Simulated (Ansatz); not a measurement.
All numbers below come from DFT PBE, scalar-relativistic, plane waves, PAW (Ansatz). All cells share a 420 eV cutoff and Γ-centred k meshes spaced at most about 0.3 Å⁻¹ (about 0.25 or finer for metals, 2π included). No spin polarisation in the final relaxations.

Temperature and zero-point effects are left out.

Two forms of Te5Mo were relaxed alike.

A.

```yaml
crystal:
  lattice:
    - [8.26176, 0.00000, 0.00000]
    - [0.00000, 8.26176, 0.00000]
    - [0.00000, 0.00000, 3.14203]
  atoms:
    - { symbol: Te, position: [0.28304, 0.00000, 0.50000] }
    - { symbol: Te, position: [0.71696, 0.00000, 0.50000] }
    - { symbol: Te, position: [0.00000, 0.28304, 0.50000] }
    - { symbol: Te, position: [0.00000, 0.71696, 0.50000] }
    - { symbol: Te, position: [0.50000, 0.50000, 0.50000] }
    - { symbol: Mo, position: [0.00000, 0.00000, 0.00000] }
```

B.

```yaml
crystal:
  lattice:
    - [3.69274, 0.00000, 0.00000]
    - [-1.84637, 3.19801, 0.00000]
    - [0.00000, 0.00000, 15.35782]
  atoms:
    - { symbol: Te, position: [0.66667, 0.33333, 0.88541] }
    - { symbol: Te, position: [0.33333, 0.66667, 0.64318] }
    - { symbol: Te, position: [0.66667, 0.33333, 0.50000] }
    - { symbol: Te, position: [0.33333, 0.66667, 0.35682] }
    - { symbol: Te, position: [0.66667, 0.33333, 0.11459] }
    - { symbol: Mo, position: [0.33333, 0.66667, 0.00000] }
```

Task: Which is lower in energy, and by how much?

Result: B is lower, by 279 meV/atom. A has space group P4/mmm (No. 123), 35.7 Å³/atom and no gap on its mesh; B has space group P-6m2 (No. 187), 30.2 Å³/atom and no gap. Counting Te atoms around Mo (those within 1.25 times the shortest such distance or 1.15 times the sum of covalent radii, 1.27 where that leaves under three), A has Mo 8 and B has Mo 6. Even the lower one lies +0.04 eV/atom against the reference forms of the elements (uncorrected), so neither is stable at this level. In A, Te on a site of symmetry m2m is surrounded by 2 Mo at 2.82 Å, 4 Te at 3.14–3.31 Å and 1 Te at 3.58 Å; Te on a site of symmetry 4/mmm is surrounded by 2 Te at 3.14 Å; Mo is surrounded by 8 Te at 2.82 Å and 2 Mo at 3.14 Å. In B, Te on a site of symmetry 3m is surrounded by 3 Mo at 2.76 Å; around Te on a second site of symmetry 3m lie 3 Te at 3.06 Å; Mo is surrounded by 6 Te at 2.76 Å; 1 more site not described. Both come from invented guesses.

Weakly bound directions are ill-defined at this level, which has no dispersion term (P4/mmm, P-6m2), and this can change margins and order among such cells. These runs have no spin–orbit coupling, which can matter for Te. Cells relaxed within their symmetry can be saddle points.
